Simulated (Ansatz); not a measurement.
HfO₂:
```
HfO2
1.0
    5.24459     0.00000     0.00000
    0.00000     5.03415     0.00000
    0.00000     0.00000     5.06151
Hf O
4 8
Cartesian
  0.17086   1.34260   1.21421
  5.07374   3.69155   3.74497
  2.45144   1.34260   3.74497
  2.79315   3.69155   1.21421
  1.91753   0.34651   1.93564
  3.32706   4.68765   4.46640
  0.70476   0.34651   4.46640
  4.53983   4.68765   1.93564
  3.83780   2.32838   2.48361
  1.40680   2.70577   5.01437
  4.02909   2.32838   5.01437
  1.21550   2.70577   2.48361
```

Relaxed with HSE06. Special points in fractions of this cell's reciprocal vectors: Γ (0.000, 0.000, 0.000); X (0.500, 0.000, 0.000); S (0.500, 0.500, 0.000); Y (0.000, 0.500, 0.000); Z (0.000, 0.000, 0.500); U (0.500, 0.000, 0.500); R (0.500, 0.500, 0.500); T (0.000, 0.500, 0.500).

### Question
List the band energies nearest the valence-band maximum at these points for HSE06 in the plane-wave PAW code Ansatz.

### Answer
In eV from the valence-band maximum; about four levels below and three above (degenerate sets whole), none deeper than 8.9 eV; points with the same levels are listed once.

```tsv
k	below	above
Γ	-0.70 -0.18 -0.05 0.00	6.63 6.94 7.07
X	-0.71 -0.71 -0.39 -0.39	6.94 6.94 7.37 7.37
S	-0.67 -0.67 -0.48 -0.48	6.36 6.36 6.85 6.85
Y	-0.81 -0.42 -0.18 -0.13	6.24 6.62 6.71
Z	-0.35 -0.35 -0.27 -0.27	6.34 6.34 7.05 7.05
U	-0.72 -0.72 -0.72 -0.72	6.89 6.89 6.89 6.89
R	-0.88 -0.88 -0.88 -0.88	6.36 6.36 6.36 6.36
T	-0.99 -0.99 -0.37 -0.37	6.21 6.21 6.63 6.63
```

Space group Pca2_1. The cell was relaxed with HSE06 under the symmetry of its start. No spin polarisation was allowed. The hybrid was solved on a coarse mesh, the path and, where they were found, the r²SCAN edge points; its band edges are the extreme levels among these. Scalar-relativistic: spin–orbit coupling is off unless named, which matters more the heavier the elements.

Potentials: the later of the program's two PAW sets.
